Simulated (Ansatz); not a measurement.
## Property card for B$_{2}$O

Computed with DFT PBE+D3(BJ), scalar-relativistic, plane waves, PAW in Ansatz 0.2.0.

Cutoff 420 eV; k points 18×18×4 on the computed 6-atom cell (Γ-centred); Gaussian smearing, width 0.10 eV; no spin polarisation.

The structure is relaxed at this level of theory with its symmetry kept. Whether it is the stable form of this composition wasn't checked.

Space group P-3m1 (No. 164). a = 2.545 Å, b = 2.545 Å, c = 9.661 Å, α = 90.00°, β = 90.00°, γ = 120.00°
| atom | site | symmetry | x | y | z |
| --- | --- | --- | --- | --- | --- |
| B | 2c | 3m. | 0.0000 | 0.0000 | 0.4098 |
| B | 2d | 3m. | 0.6667 | 0.3333 | 0.0294 |
| O | 2d | 3m. | 0.6667 | 0.3333 | 0.3523 |

(1) Density of states at the Fermi level?

(2) Löwdin character within 0.5 eV of the Fermi level?

(3) Bader charges (e)?

Spin polarisation was left out, and a magnetic state may lie lower.

## Answers

(1) 0.95 states/eV per cell.

(2) B 2p 86 %, B 2s 12 %.

(3) B (2 in the cell) 1.53, B (2 in the cell) 0.00, O (2 in the cell) -1.53.

Cost: 1 run of about 1.7 core-minutes, on Arm Neoverse V1 (shared hosts).